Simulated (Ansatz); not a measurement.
Several occupations of a bcc lattice at one composition, 1 Au, 5 Ga, 10 Cu. Sites, in fractions of the cell 6.153 0.000 0.000; 0.000 6.153 0.000; 0.000 0.000 6.153 Å:

| cell | sites |
| --- | --- |
| all | Cu (0.25 0.25 0.25), Cu (0.25 0.25 0.75) |
| 1 | Au (0.75 0.75 0.25), Cu (0.00 0.00 0.00), Cu (0.25 0.75 0.25), Cu (0.50 0.00 0.00), Cu (0.50 0.00 0.50), Cu (0.50 0.50 0.00), Cu (0.50 0.50 0.50), Cu (0.75 0.25 0.75), Cu (0.75 0.75 0.75), Ga (0.00 0.00 0.50), Ga (0.00 0.50 0.00), Ga (0.00 0.50 0.50), Ga (0.25 0.75 0.75), Ga (0.75 0.25 0.25) |
| 2 | Au (0.75 0.25 0.25), Cu (0.00 0.00 0.50), Cu (0.00 0.50 0.50), Cu (0.25 0.75 0.25), Cu (0.25 0.75 0.75), Cu (0.50 0.00 0.50), Cu (0.75 0.25 0.75), Cu (0.75 0.75 0.25), Cu (0.75 0.75 0.75), Ga (0.00 0.00 0.00), Ga (0.00 0.50 0.00), Ga (0.50 0.00 0.00), Ga (0.50 0.50 0.00), Ga (0.50 0.50 0.50) |
| 3 | Au (0.75 0.25 0.75), Cu (0.00 0.00 0.00), Cu (0.00 0.00 0.50), Cu (0.00 0.50 0.00), Cu (0.00 0.50 0.50), Cu (0.25 0.75 0.75), Cu (0.50 0.00 0.00), Cu (0.50 0.50 0.00), Cu (0.75 0.75 0.25), Ga (0.25 0.75 0.25), Ga (0.50 0.00 0.50), Ga (0.50 0.50 0.50), Ga (0.75 0.25 0.25), Ga (0.75 0.75 0.75) |

Each was relaxed without symmetry on coarser meshes and computed once more. These are results of DFT PBEsol, scalar-relativistic, plane waves, PAW (Ansatz 0.2.0), not measurements.

Plane waves to 420 eV, a k mesh through Γ of 6×6×6 on the computed 16-atom cell and Gaussian smearing (0.10 eV); no spin polarisation.

Warren–Cowley parameters of the first shell of the sublattice with most elements (negative: unlike neighbours preferred):
```json
{"cell": "1", "Cu-Ga": "0.00", "Au-Cu": "0.00", "Au-Ga": "-0.20"}
{"cell": "2", "Cu-Ga": "-0.40", "Au-Cu": "0.40", "Au-Ga": "-1.00"}
{"cell": "3", "Cu-Ga": "-0.04", "Au-Cu": "-0.20", "Au-Ga": "0.20"}
```

Q: Which occupation is lowest in energy, and by how much?

A: Cells 3, 2 are lowest, within 8 meV/atom of each other and so too close to rank here.
```csv
cell,E − E(lowest) (meV/atom),V (Å³/atom)
3,0.0,12.80
2,5.0,12.75
1,9.4,12.81
```

The final mesh leaves forces up to 0.18 eV/Å and stresses up to 1.7 GPa: the relaxation ran on a coarser mesh, so the cell's shape, its bonds and its energy belong partly to that mesh.

Spin–orbit coupling is left out, which can shift energies with elements as heavy as these.

Cost: 6 runs of about 64 core-minutes in all (earlier runs that led there not counted), on AMD EPYC 7R43 (Zen 3) (shared hosts).